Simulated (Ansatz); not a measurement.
Input:

BeTe:
```
CELL_PARAMETERS angstrom
      0.00000     2.80223     2.80223
      2.80223     0.00000     2.80223
      2.80223     2.80223     0.00000
ATOMIC_POSITIONS crystal
  Te 0.75000 0.75000 0.75000
  Be 0.00000 0.00000 0.00000
```

This is the PBEsol-relaxed structure. Tensor components refer to the Cartesian frame of this cell.

**Question.** All from PBEsol in the plane-wave PAW code Ansatz, unless another level is named. Give the Hill bulk and shear moduli.

**Answer.** 60.4 and 41.0 GPa.

**Question.** And the piezoelectric stress constants (proper, relaxed ions, C/m²)?

**Answer.** e14 = e25 = e36 = 0.18.

Space group F-43m (zinc blende). The cell was relaxed with PBEsol under the symmetry of its start. Spin–orbit coupling is left out wherever it is not named.

Potentials: the later of the program's two PAW sets.
